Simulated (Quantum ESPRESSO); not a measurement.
## Si6GaAs (a curve over strain)

A calculation, not a measurement. The program is pw.x of Quantum ESPRESSO 7.5 (plane-wave density functional theory). The cell is made up: 8 atoms on a zincblende/diamond lattice, with randomly drawn elements, strain and displacements, not relaxed. PseudoDojo standard norm-conserving files (v0.5 for PBE, v0.4.1 for LDA and PBEsol) set the functional; there is no spin polarisation, spin-orbit coupling or dispersion term, and the masses in the input are unused placeholders.

Seven runs add a strain to one cell (the same linear strain along x, y and z); the atoms follow the cell and are not relaxed. Stress in the table is positive in tension.

Input of the run at +0.0042:

```
&control calculation='scf', pseudo_dir='./dojo.nc.sr.pbe.v0_5.standard.upf', outdir='./o', disk_io='medium', tprnfor=.true., tstress=.true. /
&system ibrav=0, nat=8, ntyp=3, nbnd=36, ecutwfc=84.00895049, nosym=.true., tot_charge=0,
 occupations='smearing', smearing='fd', degauss=0.0073498644
/
&electrons conv_thr=7.350e-09, electron_maxstep=60, /
ATOMIC_SPECIES
As 1.0 As.upf
Ga 1.0 Ga.upf
Si 1.0 Si.upf
CELL_PARAMETERS angstrom
5.4589 0.0286 -0.0312
0.0286 5.5191 0.0914
-0.0312 0.0914 5.5106
ATOMIC_POSITIONS angstrom
Si 0.025 -0.1134 0.0223
Si -0.1003 2.8467 2.7417
Ga 2.7556 0.109 2.7221
Si 2.7004 2.8096 0.0961
Si 1.389 1.3859 1.3265
Si 1.408 4.255 4.1856
Si 4.0508 1.5175 4.0945
As 4.2003 4.1889 1.3761
K_POINTS automatic
6 6 6 1 1 1
```

```
added strain  free energy less that of the input shown (eV)  stress xx (GPa)  stress yy (GPa)  stress zz (GPa)  stress xy (GPa)  pressure (GPa)  iterations
     -0.0121                                         0.2774            -8.43            -7.85            -8.09            -0.79            8.12          10
     -0.0060                                         0.1464            -6.50            -5.90            -6.14            -0.69            6.18          10
     +0.0042                                         0.0000            -3.62            -2.97            -3.21            -0.55            3.27          10
     +0.0126                                        -0.0577            -1.53            -0.86            -1.09            -0.44            1.16          10
     +0.0178                                        -0.0668            -0.35             0.33             0.10            -0.38           -0.03          10
     +0.0218                                        -0.0607             0.50             1.18             0.96            -0.34           -0.88          10
     +0.0241                                        -0.0531             0.96             1.65             1.43            -0.31           -1.35          10
```

A cubic fit gives a slope of stress xx against the added strain of 279 GPa at zero added strain, with the atoms clamped. Across the table the free energy follows the integral of the stress to within 0.4 meV. A rerun of one of the cells at 1437 eV and a 8 x 8 x 8 mesh moved values by no more than 0.002 eV in energy, 0.02 GPa in stress and 0.003 eV/Å in force.